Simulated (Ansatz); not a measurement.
Se:
```cif
data_Se3
_chemical_formula_sum 'Se3'
_space_group_name_H-M_alt 'P 1'
_space_group_IT_number 1
_cell_length_a 4.03724
_cell_length_b 4.03724
_cell_length_c 5.12266
_cell_angle_alpha 90.000
_cell_angle_beta 90.000
_cell_angle_gamma 120.000
loop_
_space_group_symop_operation_xyz
  'x, y, z'
loop_
_atom_site_label
_atom_site_type_symbol
_atom_site_fract_x
_atom_site_fract_y
_atom_site_fract_z
_atom_site_occupancy
Se1 Se 0.24879 0.00000 0.83333 1
Se2 Se 0.00000 0.24879 0.16667 1
Se3 Se 0.75121 0.75121 0.50000 1
```

Relaxed with PBEsol.

**Question.** Which orbitals make up the states near the band edges in PBEsol (plane waves, PAW; program Ansatz)?

**Answer.** Top 1 eV of the valence band: Se 4p 94 %. Bottom 1 eV of the conduction band: Se 4p 90 %, Se 4s 6 %. Projections are on Löwdin-orthogonalised atomic valence shells; empty p or d shells of many metals are not among them.

**Question.** Tabulate the density of states.

**Answer.** States/eV per cell of 3 atoms, in 0.25 eV bins, energy from the valence-band maximum.

```tsv
E (eV)	total	Se 4p	Se 4s
-7.85	0.00	0.00	0.00
-7.60	0.00	0.00	0.00
-7.35	0.00	0.00	0.00
-7.10	0.00	0.00	0.00
-6.85	0.00	0.00	0.00
-6.60	0.01	0.01	0.00
-6.35	0.47	0.46	0.01
-6.10	1.20	1.17	0.02
-5.85	1.51	1.47	0.04
-5.60	2.53	2.47	0.05
-5.35	2.72	2.64	0.07
-5.10	2.88	2.77	0.09
-4.85	2.11	2.01	0.09
-4.60	1.66	1.56	0.09
-4.35	1.44	1.34	0.09
-4.10	2.28	2.13	0.13
-3.85	2.59	2.41	0.16
-3.60	1.71	1.58	0.11
-3.35	1.43	1.31	0.10
-3.10	1.11	1.02	0.07
-2.85	0.96	0.89	0.06
-2.60	1.32	1.23	0.08
-2.35	1.96	1.84	0.10
-2.10	2.24	2.11	0.10
-1.85	3.51	3.31	0.14
-1.60	2.73	2.57	0.11
-1.35	2.59	2.44	0.11
-1.10	2.65	2.51	0.10
-0.85	2.08	1.97	0.08
-0.60	1.33	1.25	0.06
-0.35	0.79	0.73	0.05
-0.10	0.20	0.18	0.01
0.15	0.00	0.00	0.00
0.40	0.00	0.00	0.00
0.65	0.02	0.02	0.00
0.90	0.47	0.42	0.03
1.15	2.77	2.49	0.17
1.40	3.51	3.15	0.18
1.65	2.13	1.92	0.10
1.90	2.23	2.04	0.07
2.15	3.03	2.79	0.07
2.40	2.88	2.64	0.06
2.65	2.04	1.88	0.04
2.90	1.81	1.67	0.03
3.15	1.14	1.06	0.02
3.40	0.83	0.78	0.01
3.65	0.69	0.66	0.01
3.90	0.37	0.34	0.01
4.15	0.08	0.06	0.00
4.40	0.14	0.03	0.00
4.65	0.35	0.03	0.00
4.90	0.55	0.04	0.00
5.15	0.82	0.06	0.00
```

Space group P3_121 (trigonal Se type). Symmetry was held in the PBEsol relaxation. A crystal of weakly bound chains computed without a dispersion correction: the cell and the soft elastic constants depend strongly on that. Scalar-relativistic: spin–orbit coupling is off unless named, which matters more the heavier the elements.

Potentials: the later of the program's two PAW sets.
